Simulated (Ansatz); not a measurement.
An Ansatz (a program for electronic structure) run. Input:

Ansatz 0.2 input:
```yaml
crystal:
  lattice:
    - [0.0, 2.3187797416, 2.3187797416]
    - [2.3187797416, 0.0, 2.3187797416]
    - [2.3187797416, 2.3187797416, 0.0]
  atoms:
    - { symbol: Na, position: [0.0, 0.0, 0.0] }
    - { symbol: F, position: [0.5, 0.5, 0.5] }
kpoints:
  mp_grid: { grid: [8, 8, 8] }
hamiltonian:
  xc: hse06
  pseudopotentials: { kind: paw }
scf:
  occupations: { method: fixed }
checkpoint: { read: static.run }
output: { bader: true, populations: true }
```

Output (shortened):

```
WARN checkpoint.read: basis.xc_grid differs: saved 2, current 1 (points along each axis for each point of the dense box …
WARN checkpoint.read: where the exact-exchange loop starts from the saved orbitals it accepts no state on its first cycle, because this run solves another …
Pseudopotential: Na, paw, valence charge 9
Pseudopotential: F, paw, valence charge 7
Functional definition: HSE06
davidson cushion auto → on  (no smearing: the cushion is to keep the highest requested band from converging to the state above it …
Crystal: 2 atoms, lattice volume = 24.935 Å³
Basis set: ecut = 420 eV, 531 PW (Γ)
Bands: 12, of which v1, the nominal top of the filled ones, is band 8 counted from 1 (7 counted from 0)
Symmetry: 48 space group operations
Space group: Fm-3m (ITA 225), of the structure as read, at distance tolerance 2.9e-5 Å
k-points: 29 of 512
Exchange kernel: α = 0.2500, screened, ω = 0.2079 Å⁻¹, Wigner–Seitz truncation, v(0) = 1046.8595 eV·Å³, q-mesh 8×8×8, nearest image of the exchange supercell L …
Frozen-core exchange: fock
iter 1 solved again at ethr=1.04e-9 eV; its pass at ethr=1.00e-1 eV (dr2=1.67e-7 eV) is discarded
SCF iter   1: F=—  HF=-2297.435933 eV  |F-HF|=—  |Δ(HF+E_count)|=         —  Δρ=5.20e-5  dr2=4.01e-7  ethr=1.04e-9  ⟨swp⟩=4.2  Hψ=1913  notcnv=0
preconditioner: auto → none
SCF iter   2: F=-2297.435933 eV  HF=-2297.435933 eV  |F-HF|=2.85e-8  |Δ(HF+E_count)|=   1.33e-7  Δρ=1.63e-5  dr2=7.18e-8  ethr=1.04e-9  ⟨swp⟩=3.8  Hψ=1139  notcnv=0
SCF 1 converged in 2 iterations: F = -2297.435933 eV  dr2 = 7.18e-8
hybrid outer 1: dexx = +2.589e-8 eV, tail = 1.57e-6 eV
Crystal: 2 atoms, lattice volume = 24.935 Å³
Exchange kernel: α = 0.2500, screened, ω = 0.2079 Å⁻¹, Wigner–Seitz truncation, v(0) = 1046.8595 eV·Å³, q-mesh 8×8×8, nearest image of the exchange supercell L …
Frozen-core exchange: fock
SCF iter   1: F=—  HF=-2297.435942 eV  |F-HF|=—  |Δ(HF+E_count)|=         —  Δρ=8.75e-5  dr2=1.21e-6  ethr=4.92e-8  ⟨swp⟩=2.0  Hψ=812  notcnv=0
preconditioner: auto → none
SCF iter   2: F=—  HF=-2297.435942 eV  |F-HF|=—  |Δ(HF+E_count)|=   3.45e-7  Δρ=3.49e-5  dr2=1.60e-7  ethr=7.51e-9  ⟨swp⟩=3.0  Hψ=957  notcnv=0
iter 3 solved again at ethr=6.06e-12 eV; its pass at ethr=9.60e-10 eV (dr2=9.70e-10 eV) is discarded
SCF iter   3: F=-2297.435941 eV  HF=-2297.435941 eV  |F-HF|=4.40e-10  |Δ(HF+E_count)|=   5.28e-8  Δρ=3.44e-6  dr2=3.50e-9  ethr=6.06e-12  ⟨swp⟩=2.7  Hψ=1757  notcnv=0
SCF 2 converged in 3 iterations: F = -2297.435941 eV  dr2 = 3.50e-9
hybrid outer 2: dexx = +1.486e-8 eV, tail = 7.30e-9 eV, Δε = 1.10e-3 eV (about 1.48e-4 eV left of the loop's levels)
hybrid SCF converged: 2 outer / 5 inner (+0 warm-up), last move |dexx| = 1.49e-8 eV, tail = 7.30e-9 eV
Stability not checked (fock_operator)
Free energy (F): -2297.435941 eV
Frozen-core exchange: fock
Harris-Foulkes:  -2297.435941 eV  (|F-HF|=4.40e-10)
Internal energy: -2297.435941 eV  (E = F + TS)
E sigma→0 (E₀):  -2297.435941 eV
Fermi energy:    -0.682267 eV
--- Per-component energies (eV) ---
  E_band       = -278.255483
  E_kinetic    = 331.547261
  E_local      = -1697.761245  (includes V_loc(G=0)·N_el)
  E_nonlocal   = 187.490410
  E_hartree    = 604.100043
  E_xc         = -96.425787
  E_vxc        = -122.620008  (∫ρ·V_xc dr)
  E_exx        = -69.875120  (= α·E_x^exact, valence–valence)
  E_paw        = -417.939669  (= ΣΔE_a)
  E_vpaw       = -45.363824  (= ΣTr[D̂ρ^β])
  E_aug_tail   = 0.002003  (compensation charges beyond the density's cutoff)
  E_ewald      = -1138.509727
  E_core_change = -0.064110  (= ΣΔE_core)
  E_smearing   =  0.000000  (= −TS)
  E_closure    =  0.000000  (closes the sum)
  Σ components = -2297.435941   (vs F -2297.435941, Δ=4.55e-13)
  [band-id]    e_kinetic+e_local+e_nonlocal+2·e_hartree+e_vxc+2·e_exx+e_vpaw+e_augmentation_tail = -278.255558   (vs E_band -278.255483, Δ=-7.50e-5)
--- Band table (eV; the first three rows and the last of 29) ---
  k-point 0: bands = ["-50.8627", "-21.3988", "-20.9866", "-20.9866", "-20.9866", "-0.6823", "-0.6823", "-0.6823", "7.7838", "20.6026"]
  k-point 1: bands = ["-50.8608", "-21.5532", "-20.9881", "-20.9881", "-20.8119", "-0.9672", "-0.7221", "-0.7221", "8.3292", "18.8180"]
  k-point 2: bands = ["-50.8564", "-21.7647", "-20.9918", "-20.9918", "-20.5507", "-1.5705", "-0.8171", "-0.8171", "9.6740", "16.7344"]
  k-point 28: bands = ["-50.8463", "-21.5570", "-21.0777", "-21.0777", "-20.5967", "-1.5825", "-1.5825", "-1.2719", "14.8061", "14.8061"]
  guard bands above this table: 2 of the run's 12 bands. The solve was not asked for them (output.publish_guard_bands: true or output.eigenvalues …
--- Löwdin populations: 2 sites ---
  site symbol       q [e]
     0     Na      8.1860
     1      F      7.7724
  spilling = 0.002604 (of n_electrons = 16.000000)
--- Bader charges: 2 sites ---
  site symbol  charge [e]  shift [e]
     0     Na      0.8926     0.0006
     1      F     -0.8926     0.0006
  shift: an alarm, by how much a part of what the PAW files miss would move the charge. Where it is large, compare
  with a run on PAW files of another source; a small one proves nothing
  estimated error of the sums over rays = 1.6e-4 e
```

Cost: very roughly 27 core-seconds on shared cores.

The cell was relaxed with HSE06 under the symmetry of its start.

Potentials: the later of the program's two PAW sets.

Ansatz is a plane-wave DFT program.
